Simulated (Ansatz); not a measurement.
Relaxing a structure of LiH

The start is a generated cell, LiH placed in the rocksalt structure type. Cell shape, volume and atoms are optimised at zero target pressure with PBEsol (plane waves to 420 eV, PAW, scalar-relativistic; Ansatz, an electronic-structure program). First-step values are on the input's coarse k-mesh.

Ansatz input (later rounds restart from its end on a renewed k-mesh):
Ansatz 0.2 input:
```yaml
crystal:
  lattice:
    - [0, 2.011213, 2.011213]
    - [2.011213, 0, 2.011213]
    - [2.011213, 2.011213, 0]
  atoms:
    - { symbol: H, position: [0, 0, 0] }
    - { symbol: Li, position: [0.5, 0.5, 0.5] }
basis: { ecutwfc: 420, ecutrho_ratio: 4, xc_grid: 2, fft_grid_basis: typed }
kpoints: { mp_grid: { grid: [10, 10, 10] } }
hamiltonian:
  xc: pbesol
  dispersion: none
  pseudopotentials: { kind: paw }
scf: { occupations: { method: fermi_dirac, width: 0.05 } }
relax: { f_tol: 0.01, max_steps: 100, cell: { stress_tol: 0.02 } }
output: { forces: true, stress: true }
```

Task: How much energy is released per atom?

Result: 1 meV/atom.

Task: How does the volume per atom move from start to end?

Result: -3.1 %, from 8.14 to 7.88 Å³/atom.

Task: How do the shortest distances between atoms change?

Result: The closest pairs of elements (up to four, under 3.6 Å), start → end: H–Li 2.01 → 1.99 Å; H–H 2.84 → 2.81 Å; Li–Li 2.84 → 2.81 Å.

Task: Is the relaxed structure metallic? Give its gap.

Result: 2.73 eV, direct at X (no spin-orbit coupling).

Task: Give the final cell and atomic positions.

Result: 
```cif
data_H4Li4
_chemical_formula_sum 'H4 Li4'
_space_group_name_H-M_alt 'Fm-3m'
_space_group_IT_number 225
_space_group_name_Hall '-F 4 2 3'
_cell_length_a 3.97991
_cell_length_b 3.97991
_cell_length_c 3.97991
_cell_angle_alpha 90.000
_cell_angle_beta 90.000
_cell_angle_gamma 90.000
loop_
_atom_site_label
_atom_site_type_symbol
_atom_site_symmetry_multiplicity
_atom_site_Wyckoff_symbol
_atom_site_fract_x
_atom_site_fract_y
_atom_site_fract_z
_atom_site_occupancy
H1 H 4 a 0.00000 0.00000 0.00000 1
Li1 Li 4 b 0.50000 0.50000 0.50000 1
```
(The calculation used a cell of 2 atoms; values per cell refer to that cell.)

The space group stays Fm-3m (No. 225) (the run could not lower it); the end is rock salt type, with 2 atoms in the primitive cell. Final values are on a 14×14×14 k-mesh of the relaxed cell. No spin polarisation in the result.

The run could not lose the symmetry of its start; a randomly shaken copy of 2 atoms returns to this structure.

All atoms sit on sites fixed by symmetry, so only the cell could relax.
